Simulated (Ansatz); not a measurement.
**Equation of state of Sb**

```cif
data_structure
_symmetry_space_group_name_H-M 'Fm-3m'
_symmetry_Int_Tables_number 225
_cell_length_a 4.6100
_cell_length_b 4.6100
_cell_length_c 4.6100
_cell_angle_alpha 90.000
_cell_angle_beta 90.000
_cell_angle_gamma 90.000
_cell_volume 97.97
loop_
_atom_site_label
_atom_site_type_symbol
_atom_site_symmetry_multiplicity
_atom_site_Wyckoff_symbol
_atom_site_fract_x
_atom_site_fract_y
_atom_site_fract_z
_atom_site_occupancy
Sb1 Sb 4 a 0.00000 0.00000 0.00000 1
```

The runs use the primitive cell with vectors (0.000, 2.305, 2.305), (2.305, 0.000, 2.305), (2.305, 2.305, 0.000) Å, to which the k mesh refers.

The cell comes from COD entry 9013009, which wasn't checked; take it as a given geometry.

Spin–orbit coupling is left out, though it moves levels of the heavy atoms by tenths of an eV or more.

Levels of theory: DFT, PBEsol, all-electron LAPW, scalar-relativistic (Ansatz 0.2.0); DFT, PBEsol, PAW with Ansatz's default frozen-core files, scalar-relativistic (Ansatz 0.2.0).

For LAPW: a Γ-centred 12×12×12 k mesh, Fermi–Dirac smearing of 0.05 eV, basis error target 1 meV/atom, no spin polarisation. PAW takes a cutoff of 420 eV at this cell (files made with PBE, cores remade for this functional). The Ansatz runs share mesh, smearing and spin set-up. Plane-wave (PAW) pressures include the program's estimate of the Pulay term.

The cell above is scaled evenly, with fractional coordinates and shape held.

```
V/V(cell)  V (Å³/atom)  P, LAPW (GPa)  P, PAW (GPa)  free energy over the lowest listed, PAW (meV/atom)
   0.9400       23.023          11.44         11.42                                               100.4
   0.9500       23.268          10.23         10.22                                                83.9
   0.9600       23.513           9.10          9.08                                                69.1
   0.9750       23.881           7.52          7.50                                                50.1
   0.9800       24.003           7.02          7.00                                                44.6
   0.9900       24.248           6.07          6.05                                                34.6
   1.0000       24.493           5.17          5.16                                                26.1
   1.0100       24.738           4.33          4.32                                                18.8
   1.0200       24.983              ?             ?                                                   ?
   1.0250       25.105           3.16          3.15                                                10.3
   1.0400       25.473           2.08          2.07                                                 4.3
   1.0500       25.718           1.41          1.40                                                 1.7
   1.0600       25.963           0.77          0.76                                                 0.0
```

**Question.** Fill in the row V/V(cell) = 1.0200.

**Answer.** P, LAPW (GPa) = 3.54, P, PAW (GPa) = 3.53, free energy over the lowest listed, PAW (meV/atom) = 12.8.
